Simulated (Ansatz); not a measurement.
The start is a relaxed C cell, doubled along one cell vector, shaken by Gaussian noise of σ = 0.08 Å a coordinate. A full variable-cell relaxation at zero pressure is run with PBE (plane waves to 420 eV, PAW, scalar-relativistic; Ansatz, a first-principles code). The first steps use a coarse 11×11×6 k-mesh.

Initial structure:
```
CELL_PARAMETERS angstrom
      0.00000     1.78581     1.78581
      1.78581     0.00000     1.78581
      3.57162     3.57162     0.00000
ATOMIC_POSITIONS crystal
  C  0.64891 0.77131 0.39385
  C  0.70052 0.77283 0.90857
  C  0.56091 0.45531 0.23313
  C  0.51506 0.50116 0.74893
```

- Initial pressure: +19.6 GPa (positive: the cell is compressed)
- Energy released: 0.52 eV/atom
- Relative to the parent: It returns to the parent structure, Fd-3m (No. 227)
- Band gap at the end: 4.13 eV, indirect (valence top at Γ, conduction bottom at 71 % of the way from Γ to X) (no spin-orbit coupling)
- Optimiser moves: 5

Relaxed structure:

Space group Fd-3m, origin choice 1 (No. 227); a = b = c = 3.5716 Å, α = β = γ = 90.00°

| atom | site | symmetry | x | y | z |
|---|---|---|---|---|---|
| C | 8b | -43m | 0.5000 | 0.5000 | 0.5000 |
(The calculation used a cell of 2 atoms; values per cell refer to that cell.)

Final values are on a 16×16×16 k-mesh of the relaxed cell. No spin polarisation in the result.
